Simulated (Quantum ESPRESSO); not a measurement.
## Hf3TaO7N (convergence and cost over cutoff and k mesh)

Simulated, not a measurement. The program is pw.x of Quantum ESPRESSO 7.5 (plane-wave density functional theory). The cell is made up: 12 atoms on a fluorite lattice, with randomly drawn elements, strain and displacements, not relaxed. PseudoDojo standard norm-conserving files (v0.5 for PBE, v0.4.1 for LDA and PBEsol) set the functional; there is no spin polarisation, spin-orbit coupling or dispersion term, and the masses in the input are unused placeholders.

The hafnium pseudopotential is less sure than the others, with forces about 3 percent (worst 6) and pressure in oxides about 1.5 GPa (worst 2.7) from a second method in checks, which no rerun with the same files tests.

Input of the run in row 4:

```
&control calculation='scf', pseudo_dir='./dojo.nc.sr.pbe.v0_5.standard.upf', outdir='./o', disk_io='medium', tprnfor=.true., tstress=.true. /
&system ibrav=0, nat=12, ntyp=4, nbnd=54, ecutwfc=84.00895049, nosym=.true., tot_charge=0,
 occupations='smearing', smearing='fd', degauss=0.0018374661
/
&electrons conv_thr=7.350e-09, electron_maxstep=60, /
ATOMIC_SPECIES
Hf 1.0 Hf.upf
N 1.0 N.upf
O 1.0 O.upf
Ta 1.0 Ta.upf
CELL_PARAMETERS angstrom
5.2181 -0.0166 0.0436
-0.0166 5.1436 0.0206
0.0436 0.0206 5.1315
ATOMIC_POSITIONS angstrom
Hf 0.0948 -0.0731 -0.0733
Hf 0.0119 2.5638 2.5411
Hf 2.6646 -0.0128 2.6757
Ta 2.5539 2.4645 -0.0452
O 1.4147 1.2171 1.2634
O 1.3554 1.389 3.6816
O 1.3555 3.8511 1.3699
O 1.3301 3.8796 3.8728
N 3.9616 1.2107 1.4593
O 3.842 1.3115 3.9278
O 3.7822 3.8832 1.43
O 3.8796 3.7546 3.8948
K_POINTS automatic
4 4 4 1 1 1
```

The same cell was run at these settings. Meshes are shifted by half a step, and differences are from the last row, which is itself not exact.

| cutoff (eV) | k mesh | k points solved | threshold (eV) | free energy less the last row's (eV) | pressure (GPa) | largest stress difference (GPa) | largest force difference (eV/Å) | iterations | wall time (s) | k-point pools | processor |
| --- | --- | --- | --- | --- | --- | --- | --- | --- | --- | --- | --- |
| 800 | 2 x 2 x 2 | 4 | 1e-04 | 0.777 | -20.11 | 9.62 | 0.168 | 12 | 50 | 1 | AMD EPYC, Zen 5 class |
| 1143 | 2 x 2 x 2 | 4 | 1e-07 | -0.328 | -11.16 | 0.65 | 0.170 | 16 | 72 | 1 | AMD EPYC, Zen 5 class |
| 657 | 4 x 4 x 4 | 32 | 1e-07 | 6.004 | -42.54 | 31.95 | 0.073 | 16 | 250 | 1 | AMD EPYC, Zen 5 class |
| 1143 | 4 x 4 x 4 | 32 | 1e-07 | -0.001 | -10.63 | 0.04 | 0.011 | 16 | 552 | 1 | AMD EPYC, Zen 5 class |
| 1437 | 6 x 6 x 6 | 108 | 1e-07 | 0.000 | -10.60 | 0.00 | 0.000 | 16 | 4491 | 1 | AMD EPYC, Zen 5 class |

Each pool is one process. Wall times include start-up and a band step at six k points, which weighs most on the coarsest meshes. The runs were on shared virtual cores whose load varied, so times are rough.